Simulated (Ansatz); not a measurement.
## Sc5S: rattling a relaxed structure

The structure comes from a proposed guess, relaxed at this level; another structure or a mixture of phases may lie lower.

Computed with DFT PBE, scalar-relativistic, plane waves, PAW (Ansatz 0.2.0). Plane waves to 420 eV, a k mesh through Γ of 12×12×4 on the computed 6-atom cell and Gaussian smearing (0.10 eV); no spin polarisation.

The cell below (6 atoms, space group P-6m2 (No. 187)) is relaxed within its symmetry.

```xyz
6
Lattice="3.3963 0.0000 0.0000 -1.6982 2.9413 0.0000 0.0000 0.0000 13.7612" Properties=species:S:1:pos:R:3 pbc="T T T"
Sc    0.0000    1.9609   12.0413
Sc    0.0000    1.9609    1.7199
Sc    0.0000    0.0000    4.3353
Sc    0.0000    1.9609    6.8806
Sc    0.0000    0.0000    9.4259
S     0.0000    0.0000    0.0000
```

For the test a repeat of it with 12 atoms (edges 3.40, 5.88, 13.76 Å) was strained at random (σ = 1.5 % a component), the atoms were moved at random (σ = 0.05 Å), and all was relaxed again on a coarse 6×4×2 mesh (in the run’s order of axes) with 0.20 eV smearing, with no symmetry imposed.

The cell is a metal run without spin; a magnetic state may lie lower.

Question: What happens?

Answer: It returns, within 1 meV/atom of the unmoved cell on that mesh and with the same symmetry when read at 0.1 Å (C2 at 0.01 Å, so small strains and shifts remain). So it is stable against the distortions that fit this cell and that this random move excites. Modes that don't fit the cell aren't tested.
